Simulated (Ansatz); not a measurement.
**InP: from a starting cell to a relaxed one**

The start is a relaxed InP cell deformed by the Cartesian strain tensor (xx, yy, zz, yz, xz, xy) = (-0.105, 0.001, 0.042, -0.072, -0.053, 0.040). The structure is fully relaxed (lattice and positions, P = 0) with PBEsol (plane waves to 420 eV, PAW, scalar-relativistic; Ansatz, an electronic-structure program). The first steps use a coarse 7×7×6 k-mesh.

Input geometry:
```yaml
crystal:
  lattice:
    - [-0.03968, 2.72922, 2.84974]
    - [2.47496, -0.09700, 2.90705]
    - [2.74686, 3.05843, -0.36889]
  atoms:
    - { symbol: P, position: [0.75000, 0.75000, 0.75000] }
    - { symbol: In, position: [0.00000, 0.00000, 0.00000] }
```

* **Initial pressure**: +9.1 GPa (positive: the cell is compressed)
* **Energy released**: 0.27 eV/atom
* **Volume change**: +8.1 %, from 23.48 to 25.39 Å³/atom
* **Relative to the parent**: The parent structure is recovered, F-43m (No. 216)
* **Shortest distances (start → end)**: The closest pairs of elements (up to four, under 3.6 Å), start → end: In–P 2.35 → 2.55 Å
* **Band gap at the end**: 0.57 eV, direct at Γ (no spin-orbit coupling)
* **Optimiser moves**: 7

The end point of the relaxation:

```cif
data_In4P4
_chemical_formula_sum 'P4 In4'
_space_group_name_H-M_alt 'F-43m'
_space_group_IT_number 216
_space_group_name_Hall 'F -4 2 3'
_cell_length_a 5.87859
_cell_length_b 5.87859
_cell_length_c 5.87859
_cell_angle_alpha 90.000
_cell_angle_beta 90.000
_cell_angle_gamma 90.000
loop_
_atom_site_label
_atom_site_type_symbol
_atom_site_symmetry_multiplicity
_atom_site_Wyckoff_symbol
_atom_site_fract_x
_atom_site_fract_y
_atom_site_fract_z
_atom_site_occupancy
P1 P 4 b 0.50000 0.50000 0.50000 1
In1 In 4 d 0.75000 0.75000 0.75000 1
```
(The calculation used a cell of 2 atoms; values per cell refer to that cell.)

Final values are on a 10×10×10 k-mesh of the relaxed cell. No spin polarisation in the result.
